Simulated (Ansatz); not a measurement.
Relaxed BN (wurtzite):

```
CELL_PARAMETERS angstrom
      5.08665     0.00000     0.00000
     -1.27166     2.20258     0.00000
      0.00000     0.00000     4.20685
ATOMIC_POSITIONS crystal
  B  0.33333 0.33333 0.99990
  B  0.83333 0.33333 0.99990
  B  0.16667 0.66667 0.49990
  B  0.66667 0.66667 0.49990
  N  0.33333 0.33333 0.62530
  N  0.83333 0.33333 0.62530
  N  0.16667 0.66667 0.12530
  N  0.66667 0.66667 0.12530
```

The atoms are displaced by Q × the pattern below (from a DFPT mode at M = (0.5, 0.0, 0.0), largest move 1; Q in Å), at fixed cell. (q is in reciprocal vectors of the primitive cell; the cell shown is doubled to hold the pattern.)

```csv
atom,x,y,z
B1,-0.327,-0.189,-0.649
B2,0.327,0.189,0.649
B3,0.327,0.189,-0.649
B4,-0.327,-0.189,0.649
N5,-0.712,-0.411,0.569
N6,0.712,0.411,-0.569
N7,0.712,0.411,0.569
N8,-0.712,-0.411,-0.569
```

These are r2SCAN (plane waves to 500 eV, PAW, scalar-relativistic; Ansatz, an electronic-structure program) values and carry that method's errors. k mesh 15×15×8 (Γ-centred), Fermi-Dirac smearing 0.05 eV. The energy includes the smearing's −TS. BN was relaxed with its symmetry unable to fall. The PAW data are Ansatz's earlier set. ΔE is measured from the undisplaced structure.

Give the computed ΔE (meV/cell) and −dE/dQ from forces (eV/Å) at Q (Å) = -0.100, -0.033, -0.017, 0.033, 0.067, 0.083.


| Q (Å) | ΔE (meV/cell) | −dE/dQ from forces (eV/Å) |
|---|---|---|
| -0.100 | 1168 | 23.694 |
| -0.033 | 128 | 7.700 |
| -0.017 | 32 | 3.841 |
| 0.033 | 128 | -7.700 |
| 0.067 | 515 | -15.552 |
| 0.083 | 808 | -19.577 |

(A displaced cell: forces are minus the slopes of the energy, force constants its curvatures, and phonons follow from these.)
